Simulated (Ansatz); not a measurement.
The relaxed structure here is a generated cell of Ru: the first start was made by placing the elements on the sites of a structure type, and the end was not matched to a known phase here, so it may be hypothetical. Known forms of Ru include space group No. 194.

A relaxed cell of Ru (I4/mmm (No. 139)), relaxed on a k-mesh at least as fine as the one used below. All values below come from PBE (plane waves to 420 eV, PAW, scalar-relativistic; Ansatz, an electronic-structure program). Γ-centred k-mesh 15×15×15 on the run's cell (coarser than for final values), Fermi–Dirac smearing 0.05 eV.

```yaml
crystal:
  lattice:
    - [-3.22795, 3.22795, 2.73611]
    - [0.00000, 0.00000, 2.73611]
    - [1.61398, 1.61398, -1.36806]
  atoms:
    - { symbol: Ru, position: [0.00000, 0.00000, 0.00000] }
    - { symbol: Ru, position: [0.50000, 0.00000, 0.00000] }
```

The atoms are displaced along an unstable phonon of this cell by (Å):

```json
[
 {"atom": "Ru1", "ux": "-0.106", "uy": "-0.106", "uz": "0.000"},
 {"atom": "Ru2", "ux": "0.106", "uy": "0.106", "uz": "0.000"}
]
```

Problem. What forces (eV/Å) and pressure result?

Solution. 
| atom | Fx | Fy | Fz |
|---|---|---|---|
| Ru1 | -1.35 | -1.35 | 0.00 |
| Ru2 | 1.35 | 1.35 | 0.00 |

Pressure -3.8 GPa.

Problem. Estimate the energy cost of the displacement in the harmonic approximation and compare with the calculation.

Solution. For a harmonic well ΔE = −½ Σ F·u = -0.285 eV a cell, or -143 meV/atom. The calculated energy relative to the undisplaced cell is -0.21 eV/atom, so anharmonic terms matter at this amplitude.

The undisplaced cell is probably no minimum: from this displacement the run went on to P6₃/mmc (No. 194), 0.55 eV/atom below it.

No spin polarisation in the result. A magnetic state may lie lower.
